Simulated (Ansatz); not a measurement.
BaSnF₄:
```
BaSnF4
1.0
    4.25364     0.00000     0.00000
    0.00000     4.25364     0.00000
    0.00000     0.00000    10.57181
Ba Sn F
2 2 8
Direct
  0.00000   0.50000   0.63592
  0.50000   0.00000   0.36408
  0.00000   0.50000   0.11859
  0.50000   0.00000   0.88141
  0.00000   0.00000   0.81815
  0.50000   0.50000   0.81815
  0.50000   0.50000   0.18185
  0.00000   0.00000   0.18185
  0.00000   0.00000   0.50000
  0.50000   0.50000   0.50000
  0.00000   0.50000   0.31429
  0.50000   0.00000   0.68571
```

Relaxed with LDA. Special points in fractions of this cell's reciprocal vectors: Γ (0.000, 0.000, 0.000); X (0.000, 0.500, 0.000); M (0.500, 0.500, 0.000); Z (0.000, 0.000, 0.500); R (0.000, 0.500, 0.500); A (0.500, 0.500, 0.500).

Q: List the band energies nearest the valence-band maximum at these points for LDA with spin–orbit coupling (plane waves, PAW; program Ansatz).

A: In eV from the valence-band maximum; about four levels below and three above (degenerate sets whole), none deeper than 8.9 eV; points with the same levels are listed once.

```json
[
 {"k": "Γ", "below": "-1.57 -1.57 -0.23 -0.23", "above": "4.82 4.82 5.50 5.50"},
 {"k": "X", "below": "-0.58 -0.58 -0.58 -0.58", "above": "4.51 4.51 4.51 4.51"},
 {"k": "M", "below": "-0.17 -0.17 -0.17 -0.17", "above": "3.29 3.29 3.29 3.29"},
 {"k": "Z", "below": "-1.33 -1.33 -0.37 -0.37", "above": "4.87 4.87 5.32 5.32"},
 {"k": "R", "below": "-0.57 -0.57 -0.57 -0.57", "above": "4.44 4.44 4.44 4.44"},
 {"k": "A", "below": "-0.17 -0.17 -0.17 -0.17", "above": "3.32 3.32 3.32 3.32"}
]
```

Space group P4/nmm. The workflow started from a Materials Project entry (that database holds measured and hypothetical structures alike); the Crystallography Open Database copy checked does not list it. Whether it is the stable phase at ambient conditions was not checked. The LDA relaxation kept the symmetry of its start; its stability against distortions is not shown here. A crystal of weakly bound layers computed without a dispersion correction: the cell and the soft elastic constants depend strongly on that.

Potentials: the later of the program's two PAW sets.
